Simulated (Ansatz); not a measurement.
Ansatz (a first-principles code) input:

Ansatz 0.2 input:
```yaml
crystal:
  lattice:
    - [3.2207829168, 0.0, 0.0]
    - [-1.6103914584, 2.7892798261, 0.0]
    - [0.0, 0.0, 3.184897541]
  atoms:
    - { symbol: Ti, position: [0.6666666667, 0.3333333333, 0.0] }
    - { symbol: S, position: [0.0, 0.0, 0.5] }
kpoints:
  mp_grid: { grid: [31, 31, 27] }
hamiltonian:
  xc: pbesol
  pseudopotentials: { kind: paw }
scf:
  occupations: { method: fermi_dirac, width: 0.1 }
elastic: { mode: relaxed_ion, stencil: two_point, amplitude: 0.005, f_tol: 0.0005 }
```

Output (shortened):

```
Pseudopotential: Ti, paw, valence charge 12
Pseudopotential: S, paw, valence charge 6
Functional definition: PBEsol
Crystal: 2 atoms, lattice volume = 28.612 Å³
Basis set: ecut = 420 eV, 551 PW (Γ), exchange–correlation on 48×48×48 points (8 copies of the dense FFT grid, shifted against one another)
Bands: 13, of which v1, the nominal top of the filled ones, is band 9 counted from 1 (8 counted from 0)
Symmetry: 12 space group operations
Space group: P-6m2 (ITA 187), of the structure as read, at distance tolerance 3.1e-5 Å
k-points: 1344 of 25947 (time reversal used)
SCF 1 converged in 9 iterations: F = -3362.088188 eV  dr2 = 1.84e-15
Crystal: 2 atoms, lattice volume = 28.469 Å³
Symmetry: 4 space group operations
k-points: 3584 of 25947 (time reversal used)
SCF 2 converged in 9 iterations: F = -3362.087486 eV  dr2 = 2.19e-14
relax step   1: F+E_penalty+E_count = -3362.08748595 eV  Δ(F+E_penalty+E_count) = +0.000e0 eV  max|allowed force component| = 2.621e-2 eV/Å  Δτ_max = 0.0000 Å  (9 SCF iters, accepted)
Crystal: 2 atoms, lattice volume = 28.469 Å³
SCF 3 converged in 6 iterations: F = -3362.087514 eV  dr2 = 8.83e-14
relax step   2: F+E_penalty+E_count = -3362.08751442 eV  Δ(F+E_penalty+E_count) = -2.846e-5 eV  max|allowed force component| = 8.795e-3 eV/Å  Δτ_max = 0.0008 Å  (6 SCF iters, accepted)
Crystal: 2 atoms, lattice volume = 28.469 Å³
SCF 4 converged in 6 iterations: F = -3362.087518 eV  dr2 = 2.16e-14
relax step   3: F+E_penalty+E_count = -3362.08751802 eV  Δ(F+E_penalty+E_count) = -3.606e-6 eV  max|allowed force component| = 1.405e-5 eV/Å  Δτ_max = 0.0004 Å  (6 SCF iters, accepted)
Crystal: 2 atoms, lattice volume = 28.469 Å³
SCF 5 converged in 9 iterations: F = -3362.087518 eV  dr2 = 3.29e-17
Crystal: 2 atoms, lattice volume = 28.755 Å³
Basis set: ecut = 420 eV, 567 PW (Γ), exchange–correlation on 48×48×48 points (8 copies of the dense FFT grid, shifted against one another)
SCF 6 converged in 9 iterations: F = -3362.087699 eV  dr2 = 2.48e-14
relax step   1: F+E_penalty+E_count = -3362.08769866 eV  Δ(F+E_penalty+E_count) = +0.000e0 eV  max|allowed force component| = 2.533e-2 eV/Å  Δτ_max = 0.0000 Å  (9 SCF iters, accepted)
Crystal: 2 atoms, lattice volume = 28.755 Å³
SCF 7 converged in 7 iterations: F = -3362.087729 eV  dr2 = 1.38e-15
relax step   2: F+E_penalty+E_count = -3362.08772912 eV  Δ(F+E_penalty+E_count) = -3.046e-5 eV  max|allowed force component| = 4.842e-4 eV/Å  Δτ_max = 0.0012 Å  (7 SCF iters, accepted)
Crystal: 2 atoms, lattice volume = 28.755 Å³
SCF 8 converged in 11 iterations: F = -3362.087729 eV  dr2 = 0.0
Crystal: 2 atoms, lattice volume = 28.469 Å³
SCF 9 converged in 7 iterations: F = -3362.087433 eV  dr2 = 9.42e-15
Crystal: 2 atoms, lattice volume = 28.755 Å³
SCF 10 converged in 6 iterations: F = -3362.087368 eV  dr2 = 3.07e-15
Crystal: 2 atoms, lattice volume = 28.612 Å³
Symmetry: 2 space group operations
k-points: 6704 of 25947 (time reversal used)
SCF 11 converged in 9 iterations: F = -3362.087832 eV  dr2 = 8.52e-16
relax step   1: F+E_penalty+E_count = -3362.08783225 eV  Δ(F+E_penalty+E_count) = +0.000e0 eV  max|allowed force component| = 6.018e-4 eV/Å  Δτ_max = 0.0000 Å  (9 SCF iters, accepted)
Crystal: 2 atoms, lattice volume = 28.612 Å³
SCF 12 converged in 8 iterations: F = -3362.087832 eV  dr2 = 2.57e-19
relax step   2: F+E_penalty+E_count = -3362.08783226 eV  Δ(F+E_penalty+E_count) = -1.515e-8 eV  max|allowed force component| = 2.012e-4 eV/Å  Δτ_max = 0.0000 Å  (8 SCF iters, accepted)
Crystal: 2 atoms, lattice volume = 28.612 Å³
SCF 13 converged in 10 iterations: F = -3362.087832 eV  dr2 = 8.08e-18
Crystal: 2 atoms, lattice volume = 28.612 Å³
SCF 14 converged in 9 iterations: F = -3362.087832 eV  dr2 = 8.41e-16
relax step   1: F+E_penalty+E_count = -3362.08783225 eV  Δ(F+E_penalty+E_count) = +0.000e0 eV  max|allowed force component| = 6.018e-4 eV/Å  Δτ_max = 0.0000 Å  (9 SCF iters, accepted)
Crystal: 2 atoms, lattice volume = 28.612 Å³
SCF 15 converged in 8 iterations: F = -3362.087832 eV  dr2 = 2.56e-19
relax step   2: F+E_penalty+E_count = -3362.08783226 eV  Δ(F+E_penalty+E_count) = -1.515e-8 eV  max|allowed force component| = 2.012e-4 eV/Å  Δτ_max = 0.0000 Å  (8 SCF iters, accepted)
Crystal: 2 atoms, lattice volume = 28.612 Å³
SCF 16 converged in 10 iterations: F = -3362.087832 eV  dr2 = 8.09e-18
SCF converged after 9 iterations
Free energy (F): -3362.088188 eV
Harris-Foulkes:  -3362.088188 eV  (|F-HF|=4.55e-13)
Internal energy: -3362.072131 eV  (E = F + TS)
E sigma→0 (E₀):  -3362.080160 eV
Entropy (-TS):   -0.016056 eV (-8.028 meV/atom)
Fermi energy:    14.085986 eV
--- Per-component energies (eV) ---
  E_band       = -120.178028
  E_kinetic    = 385.038344
  E_local      = -904.164412  (includes V_loc(G=0)·N_el)
  E_nonlocal   = 37.343536
  E_hartree    = 375.223924
  E_xc         = -195.936465
  E_vxc        = -213.084153  (∫ρ·V_xc dr)
  E_paw        = -1606.939431  (= ΣΔE_a)
  E_vpaw       = -175.759308  (= ΣTr[D̂ρ^β])
  E_aug_tail   = 0.000117  (compensation charges beyond the density's cutoff)
  E_ewald      = -1452.839078
  E_core_change = 0.201334  (= ΣΔE_core)
  E_smearing   = -0.016056  (= −TS)
  E_closure    = 0.000000  (closes the sum)
  Σ components = -3362.088188   (vs F -3362.088188, Δ=0.00e0)
--- Forces (eV/Å), atoms counted from 1 ---
  atom   1  Ti     0.00000000     0.00000000     0.00000000
  atom   2  S      0.00000000     0.00000000     0.00000000
  max |Σ_I F_I| component: 1.67e-16 eV/Å
--- Stress (GPa, compression-positive) ---
        0.111993       0.000000       0.000000
        0.000000       0.111993       0.000000
        0.000000       0.000000      -0.044816
  P = ⅓ Tr σ = 0.0597 GPa (0.597 kbar)
--- Band table (eV; the first three rows and the last of 1344) ---
  k-point 0: bands = ["-42.7906", "-19.2252", "-19.0386", "-19.0386", "-1.8468", "10.9365", "10.9365", "11.3659", "11.8111", "15.4716", "15.4716", "16.8988", "16.8988"]
  k-point 1: bands = ["-42.7904", "-19.2283", "-19.0383", "-19.0383", "-1.8306", "10.9448", "10.9448", "11.0503", "12.0951", "15.4086", "15.4086", "16.9421", "16.9421"]
  k-point 2: bands = ["-42.7897", "-19.2373", "-19.0375", "-19.0375", "-1.7824", "10.5579", "10.9696", "10.9696", "12.4974", "15.2468", "15.2468", "17.0424", "17.0424"]
  k-point 1343: bands = ["-42.7443", "-19.3701", "-19.1900", "-19.1610", "0.6435", "7.4539", "7.8241", "9.2642", "13.9138", "16.3231", "16.6524", "17.5429", "18.3175"]
--- Elastic constants: 3 strain directions × 2 members + reference (group order 12) ---
  dense FFT box of the reference and of every strained cell: 24×24×24
  strains applied: 11, 33, 23; error gains …
  C = ∂σ_k/∂η_j (tension-positive GPa; Voigt order 11 22 33 23 13 12):
       252.904     84.097    101.314      0.000      0.000      0.000
        84.097    252.904    101.314      0.000      0.000      0.000
       101.149    101.149    352.702      0.000      0.000      0.000
         0.000      0.000      0.000    159.215      0.000      0.000
         0.000      0.000      0.000      0.000    159.215      0.000
         0.000      0.000      0.000      0.000      0.000     84.404
  reference stress σ⁰ (GPa):     -0.112     -0.112      0.045      0.000      0.000      0.000
  moduli (Voigt/Reuss/Hill, GPa): K = 159.07/154.30/156.69   G = 118.70/108.79/113.74   E = 274.75   ν = 0.208
  mechanically stable: yes (min eigenvalue of sym C = 84.40 GPa)
  harmonic check of the ions' relaxations: strain 23: 1 pair too noisy to judge …
  the stresses are not corrected for the forces that the relaxations left standing (`elastic.f_tol`)
  strain η (Voigt 11):  stress-route row diagonal C_11 = 252.90 GPa, energy-path curvature d²(F+E_count+ΔE)/dδ²/Ω₀ = 252.75 GPa
         δ    σ_11 (GPa)             F (eV)   n_scf  n_hpsi   n_pw
    -5.000e-3      -1.3963       -3362.0875180       9  800399    580   relax 3 steps, max|allowed force component| 1.40e-5 eV/Å
     5.000e-3       1.1327       -3362.0877291      11  892498    582   relax 2 steps, max|allowed force component| 4.84e-4 eV/Å
  strain η (Voigt 33):  stress-route row diagonal C_33 = 352.70 GPa, energy-path curvature d²(F+E_count+ΔE)/dδ²/Ω₀ = 352.66 GPa
         δ    σ_33 (GPa)             F (eV)   n_scf  n_hpsi   n_pw
    -5.000e-3      -1.7449       -3362.0874331       7  303638    580   relax 0 steps, max|allowed force component| 2.31e-17 eV/Å
     5.000e-3       1.7821       -3362.0873679       6  262178    581   relax 0 steps, max|allowed force component| 3.24e-17 eV/Å
  strain η (Voigt 23):  stress-route row diagonal C_44 = 159.21 GPa, energy-path curvature d²(F+E_count+ΔE)/dδ²/Ω₀ = 159.23 GPa
         δ    σ_23 (GPa)             F (eV)   n_scf  n_hpsi   n_pw
    -5.000e-3      -0.7961       -3362.0878323      10  1582643    581   relax 2 steps, max|allowed force component| 2.01e-4 eV/Å
     5.000e-3       0.7961       -3362.0878323      10  1582569    581   relax 2 steps, max|allowed force component| 2.01e-4 eV/Å
```

Cost: roughly 22 core-minutes on shared cores.

The first step of the workflow began from a Materials Project structure, measured or hypothetical; the Crystallography Open Database copy checked does not list it. COD files the formula under space group No. 166, 194, so this cell is another polymorph or a model. Its standing as an ambient phase is unchecked. The cell was relaxed with PBEsol under the symmetry of its start; of distortions, only those at the zone centre were tested. The run is not spin-polarised. As this level gives no gap, shear constants depend on the k-mesh and smearing (Fermi–Dirac, 0.1 eV here).

Potentials: the later of the program's two PAW sets.

Ansatz is a plane-wave DFT program.
